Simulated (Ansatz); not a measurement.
An Ansatz (a quantum-chemistry and plane-wave program) run. Input:

Ansatz 0.2 input:
```yaml
crystal:
  lattice:
    - [7.7522407954, 0.0, 0.0]
    - [-3.8761203977, 6.713637465, 0.0]
    - [0.0, 0.0, 5.6192626918]
  atoms:
    - { symbol: Si, position: [0.0820393519, 0.5695660071, 0.1963067496] }
    - { symbol: Si, position: [0.4304339929, 0.5124733448, 0.1963067496] }
    - { symbol: Si, position: [0.4875266552, 0.9179606481, 0.1963067496] }
    - { symbol: Si, position: [0.5695660071, 0.0820393519, 0.6963067496] }
    - { symbol: Si, position: [0.5124733448, 0.4304339929, 0.6963067496] }
    - { symbol: Si, position: [0.9179606481, 0.4875266552, 0.6963067496] }
    - { symbol: Si, position: [0.913713682, 0.1671510993, 0.9884896839] }
    - { symbol: Si, position: [0.8328489007, 0.7465625827, 0.9884896839] }
    - { symbol: Si, position: [0.2534374173, 0.086286318, 0.9884896839] }
    - { symbol: Si, position: [0.1671510993, 0.913713682, 0.4884896839] }
    - { symbol: Si, position: [0.7465625827, 0.8328489007, 0.4884896839] }
    - { symbol: Si, position: [0.086286318, 0.2534374173, 0.4884896839] }
    - { symbol: N, position: [0.3446670255, 0.3902124395, 0.4690318172] }
    - { symbol: N, position: [0.6097875605, 0.9544545861, 0.4690318172] }
    - { symbol: N, position: [0.0455454139, 0.6553329745, 0.4690318172] }
    - { symbol: N, position: [0.3902124395, 0.3446670255, 0.9690318172] }
    - { symbol: N, position: [0.9544545861, 0.6097875605, 0.9690318172] }
    - { symbol: N, position: [0.6553329745, 0.0455454139, 0.9690318172] }
    - { symbol: N, position: [0.0, 0.0, 0.9891506332] }
    - { symbol: N, position: [0.0, 0.0, 0.4891506332] }
    - { symbol: N, position: [0.9965824608, 0.3148077083, 0.7349265886] }
    - { symbol: N, position: [0.6851922917, 0.6817747525, 0.7349265886] }
    - { symbol: N, position: [0.3182252475, 0.0034175392, 0.7349265886] }
    - { symbol: N, position: [0.3148077083, 0.9965824608, 0.2349265886] }
    - { symbol: N, position: [0.6817747525, 0.6851922917, 0.2349265886] }
    - { symbol: N, position: [0.0034175392, 0.3182252475, 0.2349265886] }
    - { symbol: N, position: [0.6666666667, 0.3333333333, 0.6407448492] }
    - { symbol: N, position: [0.3333333333, 0.6666666667, 0.1407448492] }
kpoints:
  mp_grid: { grid: [4, 4, 4] }
hamiltonian:
  xc: r2scan
  pseudopotentials: { azcp: { folder: ./paw }, kind: paw }
scf:
  occupations: { method: fixed }
output:
  optics: { e_range: [0.0, 15.0], de: 0.05, sigma: 0.1, bands: { spectra_wanted_up_to: 12 eV } }
```

Output (shortened):

```
output.optics: the spectra are integrated over the Brillouin zone by k·p interpolation around the k-points, where levels, occupations, output.optics.sigma and …
Pseudopotential: Si, paw, valence charge 4
Pseudopotential: N, paw, valence charge 5
Functional definition: r2SCAN
Crystal: 28 atoms, lattice volume = 292.459 Å³
Basis set: ecut = 500 eV, 7455 PW (Γ), exchange–correlation on 240×240×180 points (64 copies of the dense FFT grid, shifted against one another)
Bands: 92, of which v1, the nominal top of the filled ones, is band 64 counted from 1 (63 counted from 0)
Symmetry: 6 space group operations
Space group: P31c (ITA 159), of the structure as read, at distance tolerance 6.6e-5 Å
k-points: 13 of 64 (time reversal used)
SCF iter   1: F=—  HF=-13878.133031 eV  |F-HF|=—  |Δ(HF+E_count)|=         —  Δρ=1.50e-1  dr2=6.94e1  dr2_τ=9.36e0  ethr=3.10e-3  ⟨swp⟩=5.5  Hψ=4788  notcnv=0  defer=314
preconditioner: auto → Resta (q_TF=auto, 2.377 Å⁻¹)
SCF iter   2: F=—  HF=-13860.161615 eV  |F-HF|=—  |Δ(HF+E_count)|=    1.80e1  Δρ=5.19e-2  dr2=5.08e0  dr2_τ=1.38e0  ethr=3.10e-3  ⟨swp⟩=3.3  Hψ=2970  notcnv=0  defer=317
SCF iter   3: F=—  HF=-13861.401039 eV  |F-HF|=—  |Δ(HF+E_count)|=    1.24e0  Δρ=2.46e-2  dr2=9.98e-1  dr2_τ=5.28e-2  ethr=3.10e-3  ⟨swp⟩=3.0  Hψ=1712  notcnv=0  defer=322
SCF iter   4: F=—  HF=-13861.592572 eV  |F-HF|=—  |Δ(HF+E_count)|=   1.92e-1  Δρ=2.11e-3  dr2=9.44e-3  dr2_τ=1.17e-3  ethr=7.80e-4  ⟨swp⟩=3.2  Hψ=1777  notcnv=0  defer=330
SCF iter   5: F=—  HF=-13861.595379 eV  |F-HF|=—  |Δ(HF+E_count)|=   2.81e-3  Δρ=8.50e-4  dr2=2.14e-3  dr2_τ=2.97e-4  ethr=7.38e-6  ⟨swp⟩=2.8  Hψ=1744  notcnv=0  defer=336
SCF iter   6: F=—  HF=-13861.595217 eV  |F-HF|=—  |Δ(HF+E_count)|=   1.62e-4  Δρ=2.26e-4  dr2=1.92e-4  dr2_τ=1.77e-5  ethr=1.67e-6  ⟨swp⟩=2.0  Hψ=1696  notcnv=0  defer=336
SCF iter   7: F=—  HF=-13861.595258 eV  |F-HF|=—  |Δ(HF+E_count)|=   4.06e-5  Δρ=4.75e-5  dr2=9.09e-6  dr2_τ=3.98e-7  ethr=1.50e-7  ⟨swp⟩=2.0  Hψ=1669  notcnv=0  defer=330
SCF iter   8: F=—  HF=-13861.594959 eV  |F-HF|=—  |Δ(HF+E_count)|=   2.99e-4  Δρ=2.38e-5  dr2=1.57e-6  dr2_τ=2.14e-7  ethr=7.10e-9  ⟨swp⟩=2.1  Hψ=1929  notcnv=0  defer=320
SCF iter  13: F=-13861.594959 eV  HF=-13861.594959 eV  |F-HF|=3.64e-12  |Δ(HF+E_count)|=  1.09e-11  Δρ=2.28e-8  dr2=1.43e-12  dr2_τ=1.10e-13  ethr=1.00e-12  ⟨swp⟩=17.0  Hψ=7627  notcnv=0
SCF 1 converged in 13 iterations: F = -13861.594959 eV  dr2 = 1.43e-12
NSCF: frozen V_eff on 13 k-points
Optics k sum: 0 of 13 k-points
Optics k sum: 1 of 13 k-points
Optics k sum: 2 of 13 k-points
Optics k sum: 3 of 13 k-points
Optics k sum: 4 of 13 k-points
Optics k sum: 5 of 13 k-points
Optics k sum: 6 of 13 k-points
Optics k sum: 7 of 13 k-points
Optics k sum: 8 of 13 k-points
Optics k sum: 9 of 13 k-points
Optics k sum: 10 of 13 k-points
Optics k sum: 11 of 13 k-points
Optics k sum: 12 of 13 k-points
Optics k sum: 13 of 13 k-points
Optics k sum: 0 of 13 k-points
Optics k sum: 1 of 13 k-points
Optics k sum: 2 of 13 k-points
Optics k sum: 3 of 13 k-points
Optics k sum: 4 of 13 k-points
Optics k sum: 5 of 13 k-points
Optics k sum: 6 of 13 k-points
Optics k sum: 7 of 13 k-points
Optics k sum: 8 of 13 k-points
Optics k sum: 9 of 13 k-points
Optics k sum: 10 of 13 k-points
Optics k sum: 11 of 13 k-points
Optics k sum: 12 of 13 k-points
Optics k sum: 13 of 13 k-points
NSCF: frozen V_eff on 1 k-points
NSCF: frozen V_eff on 1 k-points
output.optics: what the bands over the 138 summed would add to eps1, eps2 and the energy-loss function is held between a lower and an upper bound (8 Lanczos …
SCF converged after 13 iterations
Free energy (F): -13861.594959 eV
Harris-Foulkes:  -13861.594959 eV  (|F-HF|=3.64e-12)
Internal energy: -13861.594959 eV  (E = F + TS)
E sigma→0 (E₀):  -13861.594959 eV
Fermi energy:    7.747015 eV
--- Per-component energies (eV) ---
  E_band       = 43.249666
  E_kinetic    = 2682.015308
  E_local      = -4051.018908  (includes V_loc(G=0)·N_el)
  E_nonlocal   = 794.305840
  E_hartree    = 1435.861816
  E_xc         = -1608.357035
  E_vxc        = -1994.138186  (∫ρ·V_xc dr)
  E_paw        = -8305.083934  (= ΣΔE_a)
  E_vpaw       = -366.297054  (= ΣTr[D̂ρ^β])
  E_aug_tail   = 0.000153  (compensation charges beyond the density's cutoff)
  E_vtau       = 106.658894  (kinetic-family band-sum trace: ∫τ·v_τ [+ j·A + Jᵃ·Aᵃ] dr)
  E_ewald      = -4807.927964
  E_core_change = -1.390234  (= ΣΔE_core)
  E_smearing   =  0.000000  (= −TS)
  E_closure    = 0.000000  (closes the sum)
  Σ components = -13861.594959   (vs F -13861.594959, Δ=0.00e0)
  [band-id]    e_kinetic+e_local+e_nonlocal+2·e_hartree+e_vxc+e_vpaw+e_augmentation_tail+e_vtau = 43.249678   (vs E_band 43.249666, Δ=1.24e-5)
--- Band table (eV; the first three rows and the last of 13) ---
  k-point 0: bands = ["-11.2214", "-9.6345", "-9.6345", "-9.1596", "-9.1596", "-9.1005", "-9.0808", "-8.7048", "-7.9078", "-7.9078", "-7.7111", "-7.7111", "-7.5384", "-7.5152", "-7.4373", "-7.3552", "-1.8337", "-1.8337", "-1.3641", "-1.3641", "-0.0535", …
  k-point 1: bands = ["-11.0303", "-9.7113", "-9.4733", "-9.4733", "-9.0519", "-9.0519", "-8.9683", "-8.5245", "-8.1800", "-8.1800", "-7.9287", "-7.9287", "-7.5624", "-7.4962", "-7.4142", "-7.2963", "-1.3186", "-1.3186", "-0.9534", "-0.9534", "-0.1224", …
  k-point 2: bands = ["-10.4880", "-10.4880", "-9.0920", "-9.0920", "-9.0920", "-9.0920", "-8.6986", "-8.6986", "-8.3273", "-8.3273", "-8.3273", "-8.3273", "-7.5373", "-7.5373", "-7.3051", "-7.3051", "-0.3881", "-0.3881", "-0.3881", "-0.3881", "-0.0445", …
  k-point 12: bands = ["-10.6514", "-10.1793", "-10.1520", "-9.2758", "-8.9862", "-8.9599", "-8.6359", "-8.5032", "-8.3026", "-8.1072", "-7.8127", "-7.6410", "-7.6234", "-7.4578", "-7.4252", "-7.3722", "-1.5608", "-1.4640", "-1.1990", "-0.7949", "-0.4675", …
```

Cost: roughly 13 core-minutes on shared cores.

The workflow started from a Materials Project entry (that database holds measured and hypothetical structures alike); the Crystallography Open Database files this formula in space group No. 159, but the cells were not matched. It is not the phase usual at ambient conditions (space group No. 176). The cell was relaxed with r²SCAN under the symmetry of its start; its stability against distortions is not shown here.

Potentials: the earlier of the program's two PAW sets.

Ansatz is a plane-wave DFT program.
